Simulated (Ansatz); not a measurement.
BeS:
```
CELL_PARAMETERS angstrom
      3.30017     0.00000     0.00000
     -1.65008     2.85803     0.00000
      0.00000     0.00000     5.25568
ATOMIC_POSITIONS crystal
  Be 0.00000 0.00000 0.00000
  Be 0.00000 0.00000 0.50000
  S  0.33333 0.66667 0.25000
  S  0.66667 0.33333 0.75000
```

Relaxed with r²SCAN. Independent-particle spectrum: no excitons, no local fields, no scissors shift; 0.1 eV broadening; ε₁ of the summed bands alone.

Tabulate the dielectric function from r²SCAN (plane waves, PAW; program Ansatz).



```
E (eV)  ε₁ xx  ε₂ xx  ε₁ zz  ε₂ zz
------  -----  -----  -----  -----
0.0      8.19   0.00   8.82   0.00
0.4      8.22   0.00   8.86   0.00
0.8      8.31   0.00   8.97   0.00
1.2      8.46   0.00   9.15   0.00
1.6      8.69   0.00   9.44   0.00
2.0      9.00   0.00   9.83   0.00
2.4      9.44   0.00  10.39   0.00
2.8     10.04   0.00  11.17   0.00
3.2     10.90   0.00  12.31   0.00
3.6     12.21   0.00  14.11   0.00
4.0     14.62   0.00  17.55   0.00
4.4     22.64   5.41  30.84   6.66
4.8     12.67   9.59  15.05  19.38
5.2     17.90  11.38  16.38  19.16
5.6     14.77  14.31   9.68  24.49
6.0     15.35  21.32  -2.60  24.57
6.4      1.74  20.33  -4.69  15.46
6.8     -1.08  16.45  -5.97  12.30
7.2     -1.43  21.35  -5.09   9.60
7.6     -7.51  12.82  -4.26   7.49
8.0     -6.11   9.71  -3.40   6.96
8.4     -6.15   8.50  -3.16   6.80
8.8     -6.22   6.58  -3.26   5.46
9.2     -5.63   4.92  -3.03   6.61
9.6     -4.64   3.92  -4.27   5.26
10.0    -3.96   3.52  -4.37   3.79
10.4    -3.62   3.19  -3.43   2.73
10.8    -3.43   2.76  -2.67   2.46
11.2    -3.08   2.40  -2.22   2.60
11.6    -2.83   2.10  -2.09   2.62
12.0    -2.54   1.93  -2.34   2.54
```

From ε at 4.3 eV (xx: 20.25 + 1.06i), find n, k, the normal reflectivity and the absorption coefficient.

n = 4.50, k = 0.118, R = 41 %, α = 2kE/ħc = 51000 cm⁻¹.

With all bands, ε∞ without local fields is 8.22 (xx = yy), 8.85 (zz).

Space group P6_3/mmc (NiAs type). This is a known high-pressure phase of the composition, computed here at zero pressure and temperature. The r²SCAN relaxation kept the symmetry of its start; its stability against distortions is not shown here.

Potentials: the later of the program's two PAW sets.
